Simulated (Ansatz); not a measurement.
## Questions on the electronic state of TiSn3S8

System: TiSn3S8, a small unrelaxed cell with one substitutional d or f atom; the cell holds 12 atoms. One Sn of COD entry 7038076 is replaced by Ti, with no charge compensation.

```
Ti Sn S
1.0
     7.07240    0.00000    0.00000
    -3.53620    6.12488    0.00000
     0.00000    0.00000    5.10000
Ti Sn S
1 3 8
Direct
  0.00000 0.00000 0.00000
  0.00000 0.50000 0.00000
  0.50000 0.00000 0.00000
  0.50000 0.50000 0.00000
  0.16667 0.33333 0.71640
  0.16667 0.83333 0.71640
  0.66667 0.33333 0.71640
  0.66667 0.83333 0.71640
  0.33333 0.16667 0.28360
  0.33333 0.66667 0.28360
  0.83333 0.16667 0.28360
  0.83333 0.66667 0.28360
```

Numbers behind element symbols give the atom's place in this list.

The calculation used DFT, PBE, PAW, plane waves, scalar-relativistic in Ansatz development build ahead of 0.2.0.

```yaml
Plane-wave_cutoff: 420 eV
k-point_mesh: 2×2×3 (Γ-centred)
Occupations: Fermi–Dirac smearing, 0.02 eV
```

Moments by site are taken inside atomic spheres; the rest lies between them.

A small moment in a metal is sensitive to the mesh and the smearing. With one magnetic atom in the cell its copies can only be parallel; orders in a larger cell may lie lower.

Orders that need a larger cell or non-collinear spins weren't tried.

Q: Which state comes out lowest among 4 converged runs with various starts and settings? Give the order, the site moments and the gap.

A: Weakly magnetic, site moments Ti1 0.08 μB, total 0.12 μB per cell, no gap on the k-mesh.

Q: Which atoms feel the largest force in the lowest state, and how large is it?

A: S5, S6, S8, S9, S11, S12: 1.09 eV/Å.
